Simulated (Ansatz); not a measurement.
Al₂Au:
```yaml
crystal:
  lattice:
    - [0.00000, 2.97776, 2.97776]
    - [2.97776, 0.00000, 2.97776]
    - [2.97776, 2.97776, 0.00000]
  atoms:
    - { symbol: Al, position: [0.25000, 0.25000, 0.25000] }
    - { symbol: Al, position: [0.75000, 0.75000, 0.75000] }
    - { symbol: Au, position: [0.00000, 0.00000, 0.00000] }
```

Relaxed with LDA. Special points in fractions of this cell's reciprocal vectors: Γ (0.000, 0.000, 0.000); X (0.500, 0.000, 0.500); U (0.625, 0.250, 0.625); K (0.375, 0.375, 0.750); L (0.500, 0.500, 0.500); W (0.500, 0.250, 0.750).

Task: List the band energies nearest the Fermi level at these points for LDA (plane waves, PAW; program Ansatz).

Result: In eV from the Fermi level; about four levels below and three above (degenerate sets whole), none deeper than 8.9 eV; points with the same levels are listed once.

```csv
k,below,above
Γ,-6.74 -6.74 -6.74 -5.75 -5.75,2.27 2.93 2.93 2.93
X,-5.43 -5.13 -2.16 -2.16,1.36 2.09 7.65
U,-5.64 -4.68 -3.44 -1.40,1.89 4.40 6.07
L,-6.49 -6.49 -5.62 -5.62 -5.57,0.34 0.34 3.27
W,-5.30 -4.08 -4.08 -2.22,4.19 4.19 5.25
```

Space group Fm-3m (fluorite or antifluorite type). The LDA relaxation kept the symmetry of its start; of distortions, only those at the zone centre were tested. Spin–orbit coupling is left out wherever it is not named.

Potentials: the earlier of the program's two PAW sets.
